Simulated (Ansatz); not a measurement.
**Energy against total moment in MoS₂**

We look at MoS₂: a measured crystal structure (space group P6_3/mmc), with 6 atoms per cell. Source: COD entry 1531960; the sample's temperature and pressure aren't taken into account, and it need not be the stable phase.

```
Mo S
1.0
     3.16900    0.00000    0.00000
    -1.58450    2.74443    0.00000
     0.00000    0.00000   12.32400
Mo S
2 4
Direct
  0.33333 0.66667 0.25000
  0.66667 0.33333 0.75000
  0.33333 0.66667 0.62300
  0.66667 0.33333 0.12300
  0.33333 0.66667 0.87700
  0.66667 0.33333 0.37700
```

Numbers behind element symbols give the atom's place in this list.

Method: DFT, PBE+U, PAW, plane waves, scalar-relativistic (Ansatz development build ahead of 0.2.0).

* Hubbard term (Dudarev form): U − J = 4.38 eV on Mo d, on Löwdin-orthonormalised all-electron atomic orbitals
* Plane-wave cutoff: 420 eV
* k-point mesh: 8×8×2 (Γ-centred)
* Occupations: Gaussian smearing, 0.05 eV
* Valence electrons: 52

Site moments are integrals over atomic spheres and don't add up to the total.

A static U favours moments and orbital order; the result depends on U and need not be the measured state.

For a metal this mesh leaves errors of several meV/atom.

The total moment of the cell is held fixed (separate Fermi levels for the two spins), shared at the start among the Mo atoms with one sign; no search for lower states follows. Energies are free energies per cell above the lowest run, the runs with a free moment included. Each row is one local solution, which need not be the lowest state at that M. The run at M = 0 starts without moments and gives the spin-unpolarised solution; a state with cancelling moments wasn't tried, and may lie lower. The program warns that the SCF threshold is loose for stress, so pressures can be off by 0.1 GPa or more.

The run at M = 4.00 μB took 5.1 s on 2 threads of Arm Neoverse V2, on a shared host, peak memory 0.48 GiB.

```tsv
fixed M (μB/cell)	F − F(lowest) (meV/cell)	moments of Mo1 Mo2 (μB)	pressure (GPa)
0.00	0	0.00 0.00	2.0
2.00	1385	0.84 0.84	8.6
4.00	2073	1.57 1.57	18.6
6.00	4170	1.82 1.82	24.2
```

The lowest fixed-moment run is the one at M = 0.00 μB (0 meV). With the constraint released: “parallel moments scaled by 0.1, free total moment [Mo1 0.20, Mo2 0.20 μB]” ends at 0.00 μB, 0 meV; “parallel moments, free total moment [Mo1 2.00, Mo2 2.00 μB]” ends at 0.00 μB, 0 meV.
